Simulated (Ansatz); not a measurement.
Data:

B$_{4}$C:
```cif
data_C3B12
_chemical_formula_sum 'B12 C3'
_space_group_name_H-M_alt 'P 1'
_space_group_IT_number 1
_cell_length_a 5.16501
_cell_length_b 5.16501
_cell_length_c 5.16501
_cell_angle_alpha 65.877
_cell_angle_beta 65.877
_cell_angle_gamma 65.877
loop_
_space_group_symop_operation_xyz
  'x, y, z'
loop_
_atom_site_label
_atom_site_type_symbol
_atom_site_fract_x
_atom_site_fract_y
_atom_site_fract_z
_atom_site_occupancy
B1 B 0.30925 0.80616 0.80616 1
B2 B 0.69075 0.19384 0.19384 1
B3 B 0.80616 0.30925 0.80616 1
B4 B 0.19384 0.69075 0.19384 1
B5 B 0.80616 0.80616 0.30925 1
B6 B 0.19384 0.19384 0.69075 1
B7 B 0.67035 0.99407 0.99407 1
B8 B 0.32965 0.00593 0.00593 1
B9 B 0.99407 0.67035 0.99407 1
B10 B 0.00593 0.32965 0.00593 1
B11 B 0.99407 0.99407 0.67035 1
B12 B 0.00593 0.00593 0.32965 1
C1 C 0.61038 0.61038 0.61038 1
C2 C 0.38962 0.38962 0.38962 1
C3 C 0.50000 0.50000 0.50000 1
```

This is the PBEsol-relaxed structure.

Question: All from PBEsol (plane waves, PAW; program Ansatz), unless another level is named. Predict the vibrational entropy at 300 K.

Answer: 5.4 J/(K·mol of atoms).

Question: Next, the Poisson's ratio?

Answer: 0.20.

Question: And the highest zone-centre frequency (without LO–TO term)?

Answer: 1720 cm⁻¹.

Question: Predict the zero-point energy.

Answer: 137.7 meV/atom.

Space group R-3m. The first step of the workflow began from a Materials Project structure, measured or hypothetical; the Crystallography Open Database copy checked does not list it. Its standing as an ambient phase is unchecked. The cell was relaxed with PBEsol under the symmetry of its start; phonons on a q-mesh show no instability.

Potentials: the later of the program's two PAW sets.
